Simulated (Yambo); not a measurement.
Yambo run on NaH (rock salt, space group Fm-3m, No. 225). The wavefunctions are PBEsol (pw.x of Quantum ESPRESSO, ONCV potentials, scalar-relativistic) ones on a 6×6×6 mesh (5 occupied bands); a = b = c = 3.375 Å, α = β = γ = 60.00°.

Yambo input:

```
rim_cut
gw0
dyson
el_el_corr
HF_and_locXC
ppa
em1d
RandQpts= 1000000
RandGvec= 1 Ry
EXXRLvcs= 88 Ry
VXCRLvcs= 352 Ry
Chimod= "HARTREE"
% BndsRnXp
 2 | 101 |
%
NGsBlkXp= 2 Ry
% LongDrXp
 1.0 | 1.0 | 1.0 |
%
PPAPntXp= 27.2114 eV
% GbndRnge
 1 | 101 |
%
GTermKind= "BG"
DysSolver= "n"
ExtendOut
% QPkrange
 4 | 4 | 5 | 6 |
 16 | 16 | 5 | 5 |
%
```

k points by index: 4 = L, 16 = (0.167, -0.5, -0.333).

Resulting energies as the program prints them:

```
#    K-point    Band    Eo [eV]    E [eV]    E-Eo [eV]    Vxc [eV]    Vnlxc [eV]    Sc|Eo [eV]    Sc|E [eV]    dSc/dw|Eo [eV]    Re(Z)    Im(Z)
#
    4    5    -0.871157    -2.491103    -1.619946    -10.24205    -14.15272    1.828700    2.290727    -7.727967    0.778296    -0.020153
    4    6    3.676986    4.329270    0.652284    -7.483255    -3.567960    -3.131087    -3.263011    -5.502136    0.831806    -0.001514
    16    5    0.000000    -1.563249    -1.563249    -10.38896    -13.99422    1.639217    2.042018    -7.010695    0.795137    -0.001918
```
(The two width columns are left out.) Convergence of these settings isn't established.

Geometry of the Materials Project entry, not relaxed at this level.
